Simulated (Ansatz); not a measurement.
GaSe:
```cif
data_Ga4Se4
_chemical_formula_sum 'Ga4 Se4'
_space_group_name_H-M_alt 'P 1'
_space_group_IT_number 1
_cell_length_a 3.81573
_cell_length_b 3.81573
_cell_length_c 18.23412
_cell_angle_alpha 90.000
_cell_angle_beta 90.000
_cell_angle_gamma 120.000
loop_
_space_group_symop_operation_xyz
  'x, y, z'
loop_
_atom_site_label
_atom_site_type_symbol
_atom_site_fract_x
_atom_site_fract_y
_atom_site_fract_z
_atom_site_occupancy
Ga1 Ga 0.33333 0.66667 0.18230 1
Ga2 Ga 0.66667 0.33333 0.81770 1
Ga3 Ga 0.66667 0.33333 0.68230 1
Ga4 Ga 0.33333 0.66667 0.31770 1
Se1 Se 0.33333 0.66667 0.61804 1
Se2 Se 0.66667 0.33333 0.38196 1
Se3 Se 0.66667 0.33333 0.11804 1
Se4 Se 0.33333 0.66667 0.88196 1
```

Relaxed with PBE.

Which orbitals make up the states near the band edges in PBE in the plane-wave PAW code Ansatz?

Top 1 eV of the valence band: Se 4p 69 %, Ga 4p 21 %, Ga 4s 7 %. Bottom 1 eV of the conduction band: Se 4p 33 %, Ga 4p 28 %, Ga 4s 27 %, Se 4s 7 %, outside the projected shells 6 %. Projections are on Löwdin-orthogonalised atomic valence shells; empty p or d shells of many metals are not among them.

Tabulate the density of states.

States/eV per cell of 8 atoms, in 0.25 eV bins, energy from the valence-band maximum.

```csv
E (eV),total,Se 4p,Ga 4p,Ga 4s
-7.85,0.00,0.00,0.00,0.00
-7.60,0.00,0.00,0.00,0.00
-7.35,0.00,0.00,0.00,0.00
-7.10,0.00,0.00,0.00,0.00
-6.85,3.92,1.30,0.15,2.37
-6.60,4.27,1.31,0.22,2.50
-6.35,3.35,0.84,0.38,1.77
-6.10,4.47,0.87,1.02,1.98
-5.85,3.13,1.53,0.44,1.09
-5.60,3.66,1.77,0.47,1.29
-5.35,1.73,0.84,0.20,0.58
-5.10,1.35,0.65,0.14,0.44
-4.85,1.07,0.52,0.10,0.35
-4.60,0.98,0.47,0.07,0.32
-4.35,0.88,0.43,0.05,0.29
-4.10,0.88,0.44,0.03,0.30
-3.85,2.14,1.19,0.39,0.40
-3.60,2.89,1.69,0.63,0.40
-3.35,9.24,5.32,3.33,0.30
-3.10,3.46,2.26,1.06,0.07
-2.85,3.18,2.15,0.89,0.07
-2.60,6.37,4.36,1.73,0.12
-2.35,7.88,5.96,1.60,0.17
-2.10,8.56,6.70,1.52,0.18
-1.85,11.52,9.40,1.74,0.15
-1.60,6.82,4.94,1.56,0.20
-1.35,6.33,4.16,1.73,0.30
-1.10,4.62,3.27,1.06,0.19
-0.85,3.00,2.07,0.69,0.17
-0.60,2.31,1.49,0.56,0.18
-0.35,2.74,1.93,0.53,0.19
-0.10,1.27,0.93,0.22,0.08
0.15,0.00,0.00,0.00,0.00
0.40,0.00,0.00,0.00,0.00
0.65,0.00,0.00,0.00,0.00
0.90,0.00,0.00,0.00,0.00
1.15,0.00,0.00,0.00,0.00
1.40,0.01,0.00,0.00,0.00
1.65,0.08,0.03,0.02,0.03
1.90,0.72,0.26,0.11,0.27
2.15,3.65,1.18,1.07,0.94
2.40,6.21,2.09,2.10,1.33
2.65,8.87,3.15,2.87,1.99
2.90,8.88,3.19,2.01,3.00
3.15,3.32,0.87,1.35,0.80
3.40,0.27,0.05,0.13,0.06
3.65,0.01,0.00,0.01,0.00
3.90,1.23,0.17,0.85,0.03
4.15,6.40,1.08,3.94,0.27
4.40,8.74,1.55,4.89,0.42
4.65,5.12,0.86,2.86,0.31
4.90,10.39,2.02,5.99,0.48
5.15,8.38,1.54,4.55,0.48
5.40,4.98,0.87,2.83,0.23
5.65,1.81,0.39,0.93,0.16
5.90,1.23,0.23,0.70,0.10
6.15,3.28,0.39,1.88,0.14
```

Space group P6_3/mmc. The PBE relaxation kept the symmetry of its start. The volume lies over 15 % above that of the usual cell of this phase: another minimum, or an error of the functional. A crystal of weakly bound layers computed without a dispersion correction: the cell and the soft elastic constants depend strongly on that. Spin–orbit coupling is left out wherever it is not named.

Potentials: the earlier of the program's two PAW sets.
